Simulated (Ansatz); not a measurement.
**Si₂Mo: computed property card**

Si₂Mo:
```xyz
9
Lattice="4.5849 0.0000 0.0000 -2.2925 3.9707 0.0000 0.0000 0.0000 6.5769" Properties=species:S:1:pos:R:3 pbc="T T T"
Si    -1.1656     3.3201     5.4808
Si     1.1269     0.6506     1.0962
Si     0.0000     1.3012     3.2885
Si     3.4580     0.6506     5.4808
Si     1.1656     3.3201     1.0962
Si     2.2925     2.6694     3.2885
Mo     2.2925     0.0000     3.2885
Mo     1.1462     1.9853     5.4808
Mo    -1.1462     1.9853     1.0962
```

Space group P6_222 (No. 180); conventional cell a = b = 4.5849 Å, c = 6.5769 Å, α = β = 90.00°, γ = 120.00°.

Method: the program Ansatz at the r²SCAN level (PAW). The cell and atoms are relaxed at this level. Other levels are named where they apply.

Cell and energy:

```json
{
  "volume_per_atom": "13.30 Å³",
  "density": "6.33 g/cm³",
  "Formation energy from the elements (no fitted shifts)": "-0.44 eV/atom"
}
```

Electronic structure:

```json
{
 "band_gap": "0.16 eV (indirect)",
 "valence_band_maximum": "at L",
 "conduction_band_minimum": "at M (3 equivalent valleys)",
 "smallest_direct_gap_on_the_standard_path": "0.69 eV",
 "electron_effective_mass": "0.33, 0.45, 0.45 mₑ (principal values)",
 "hole_effective_mass": "0.44, 0.46, 0.55 mₑ (principal values)",
 "Hole effective mass with spin–orbit coupling": "0.44, 0.45, 0.56 mₑ (principal values)",
 "HSE06 gap on the r²SCAN cell": "0.54 eV",
 "Gap with spin–orbit coupling": "0.15 eV"
}
```

Mechanics:

```json
{
  "Bulk modulus (Birch–Murnaghan fit)": "221 GPa",
  "Pressure derivative B′": "4.5",
  "Elastic constants (relaxed ions, GPa)": "C11 = 441, C12 = 75.6, C13 = 130, C33 = 448, C44 = 157",
  "mechanical_stability": "stable (all eigenvalues of C positive)",
  "hill_bulk_and_shear_moduli": "222 and 165 GPa",
  "Young's modulus": "396 GPa",
  "Poisson's ratio": "0.20",
  "debye_temperature_from_the_elastic_constants": "708 K"
}
```

Dielectric response:

```json
{
 "Electronic dielectric constant ε∞ (DFPT)": "26.5 (xx = yy), 23.7 (zz)",
 "Static dielectric constant ε0 (ions relaxed, cell fixed)": "54.9 (xx = yy), 46.8 (zz)",
 "Born charges (a third of the trace)": "Si +3.98, Mo -7.96 e"
}
```

Phonons:

```json
{
 "Highest zone-centre frequency (without LO–TO term)": "419 cm^-1",
 "zone_centre_stability": "no imaginary mode at Γ",
 "dynamical_stability_on_the_path": "stable (no imaginary branch)",
 "zero_point_energy": "54.4 meV/atom",
 "Vibrational entropy at 300 K": "19.8 J/(K·mol of atoms)"
}
```

Charges:

```json
{
 "bader_charges": "Si -0.09, Mo +0.19 e"
}
```

The first step of the workflow began from a Materials Project structure, measured or hypothetical; the Crystallography Open Database copy checked does not list it. It is not the phase usual at ambient conditions (space group No. 139). The cell was relaxed with r²SCAN under the symmetry of its start. The run is not spin-polarised. The references are the lowest solids computed at this level, not always the standard phases. Scalar-relativistic: spin–orbit coupling is off unless named, which matters more the heavier the elements.

Potentials: the earlier of the program's two PAW sets. The files were generated under PBE; for other functionals the program regenerates the frozen cores, and for LDA and PBEsol the local potential too.
